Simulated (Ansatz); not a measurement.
Relaxed TiSi2 (C54 type, space group Fddd):

```xyz
12
Lattice="0.0000 8.2649 8.5648 2.4031 0.0000 4.2824 2.4031 4.1324 0.0000" Properties=species:S:1:pos:R:3 pbc="T T T"
Si     2.4031     5.4797     4.2824
Si     2.4031     9.6121     8.5648
Si     2.4031     2.7851     4.2824
Si     2.4031     6.9176     8.5648
Si     3.6047     4.8514     6.4236
Si     3.6047     8.9838    10.7060
Si     3.6047     7.5459     6.4236
Si     3.6047    11.6783    10.7060
Ti     0.0000     0.0000     0.0000
Ti     2.4031     4.1324     8.5648
Ti     1.2016     2.0662     2.1412
Ti     1.2016     6.1986     6.4236
```

The atoms are displaced by Q × the pattern below (from a DFPT mode at L = (0.5, 0.0, 0.0), largest move 1; Q in Å), at fixed cell. (q is in reciprocal vectors of the primitive cell; the cell shown is doubled to hold the pattern.)

```
atom       x       y       z
----  ------  ------  ------
Si1    0.264  -0.592  -0.375
Si2   -0.264   0.592   0.375
Si3   -0.559  -0.194   0.806
Si4    0.559   0.194  -0.806
Si5    0.264  -0.592  -0.375
Si6   -0.264   0.592   0.375
Si7   -0.559  -0.194   0.806
Si8    0.559   0.194  -0.806
Ti9   -0.065  -0.652  -0.446
Ti10   0.065   0.652   0.446
Ti11   0.065   0.652   0.446
Ti12  -0.065  -0.652  -0.446
```

Calculation: PBE (plane waves to 420 eV, PAW, scalar-relativistic; Ansatz, a program for electronic structure). k mesh 7×13×13 (Γ-centred), Fermi-Dirac smearing 0.05 eV. With partly filled bands, energies and forces of such displacements shift with the k mesh and the smearing. The PAW data are Ansatz's earlier set. TiSi2 is run without spin polarisation. TiSi2 was relaxed with its symmetry unable to fall.

At one point of the scan the forces (eV/Å) are:

| atom | Fx | Fy | Fz |
|---|---|---|---|
| Si1 | 0.396 | -1.356 | -0.441 |
| Si2 | -0.295 | 0.387 | 0.462 |
| Si3 | -2.247 | -1.246 | 3.990 |
| Si4 | 0.275 | -0.019 | -0.221 |
| Si5 | 0.295 | -0.387 | -0.462 |
| Si6 | -0.396 | 1.356 | 0.441 |
| Si7 | -0.275 | 0.019 | 0.221 |
| Si8 | 2.247 | 1.246 | -3.990 |
| Ti9 | -0.233 | -1.378 | -0.992 |
| Ti10 | 0.104 | 1.706 | 0.814 |
| Ti11 | 0.233 | 1.378 | 0.992 |
| Ti12 | -0.104 | -1.706 | -0.814 |

Which point is it?
A) Q = -0.233 Å
B) Q = -0.093 Å
C) Q = -0.280 Å
D) Q = -0.140 Å

A, Q = -0.233 Å

(A displaced cell: forces are minus the slopes of the energy, force constants its curvatures, and phonons follow from these.)
